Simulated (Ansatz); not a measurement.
LiH (rock salt)

```
LiH
1.0
    0.00000     4.00712     4.00712
    2.00356     2.00356     4.00712
    2.00356     2.00356     0.00000
H Li
2 2
Direct
  0.00000   0.00000   0.00000
  0.50000   0.00000   0.00000
  0.00000   0.50000   0.50000
  0.50000   0.50000   0.50000
```

A phonon eigenvector at X = (0.5, 0.5, 0.0) is frozen into this cell: atom i moves by Q times the vector below, so Q is the largest atomic displacement, in Å. The cell is held. It is one choice among 2 degenerate patterns. (q is in reciprocal vectors of the primitive cell; the cell shown is doubled to hold the pattern.)

```csv
atom,x,y,z
H1,0.000,-0.183,0.000
H2,0.000,0.183,0.000
Li3,0.000,1.000,0.000
Li4,0.000,-1.000,0.000
```

These are PBE (plane waves to 420 eV, PAW, scalar-relativistic; Ansatz, an electronic-structure program) values and carry that method's errors. k mesh 14×14×14 (Γ-centred), Fermi-Dirac smearing 0.05 eV. The energy includes the smearing's −TS. LiH was relaxed with its symmetry unable to fall. The zero of ΔE is the undisplaced structure.

| Q (Å) | ΔE (meV/cell) |
|---|---|
| -0.280 | 214.1 |
| -0.187 | 91.2 |
| -0.093 | 22.2 |
| 0.000 | 0.0 |
| 0.093 | 22.2 |
| 0.187 | 91.2 |
| 0.280 | 214.1 |

**Question.** Which DFPT wavenumber at X = (0.5, 0.5, 0.0) belongs to this mode?
A) 414 cm⁻¹
B) 1033 cm⁻¹
C) 822 cm⁻¹
D) 314 cm⁻¹

**Answer.** D, 314 cm⁻¹. The curvature of the scan gives 314 cm⁻¹

(For displaced atoms, the force is minus the slope of the energy, and its curvature is a force constant, which sets phonon frequencies.)
